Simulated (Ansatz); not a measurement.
SiRh in space group Pnma (No. 62; Si on 4c, Rh on 4c) at seven volumes, plane-wave PAW PBEsol (Ansatz code), shape and atoms relaxed at each. One row is withheld.

```
V (Å³/atom)  P (GPa)
-----------  -------
12.279         23.84
12.684         14.61
13.088          6.85
13.493          0.00
13.898         -5.78
14.303        -10.63
14.708             ?
```

Task: Fit the shown pressures and predict the withheld one.

Result: P = (3/2)B₀(x^(7/2) − x^(5/2))[1 + (3/4)(B′ − 4)(x − 1)] with x = (V₀/V)^(2/3). Least squares on the six rows gives V₀ = 13.496 Å³/atom, B₀ = 207 GPa, B′ = 4.17. At V = 14.708, x = 0.9443 and P = -14.88 GPa. The run itself gave -14.60 GPa.

The first step of the workflow began from a Materials Project structure, measured or hypothetical; the Crystallography Open Database copy checked does not list it. COD files the formula under space group No. 14, so this cell is another polymorph or a model. Its standing as an ambient phase is unchecked. Symmetry was held in the PBEsol relaxation; its stability against distortions is not shown here. No spin polarisation was allowed.

Potentials: the later of the program's two PAW sets.
